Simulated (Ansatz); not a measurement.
Each is relaxed and computed with r²SCAN+D4 in the plane-wave PAW code Ansatz. Which alone has a direct gap?
A. V2O5, P2_1/m (Pearson symbol mP14)
B. MnO2, CdI2 type
C. VCl2O, Immm (V on 2d, Cl on 4i, O on 2a)
D. MgO, rock salt

D, MgO, rock salt. MgO: gap 5.76 eV (direct); MnO2: gap 1.86 eV (indirect); VCl2O: gap 0.17 eV (indirect); V2O5: gap 1.81 eV (indirect). Spin orders computed, not proven ground states: MnO2, CdI2 type ferromagnetic; VCl2O, Immm (V on 2d, Cl on 4i, O on 2a) ferromagnetic. Not the usual ambient phase: MnO2, CdI2 type. Standing as an ambient phase not checked: VCl2O, Immm (V on 2d, Cl on 4i, O on 2a); V2O5, P2_1/m (Pearson symbol mP14). All cells were relaxed under the symmetry of their starts (and spin orders); stability against distortions was not tested throughout. Rows with no word on spin ran without spin polarisation. No Hubbard U is applied.

Potentials: the later of the program's two PAW sets.
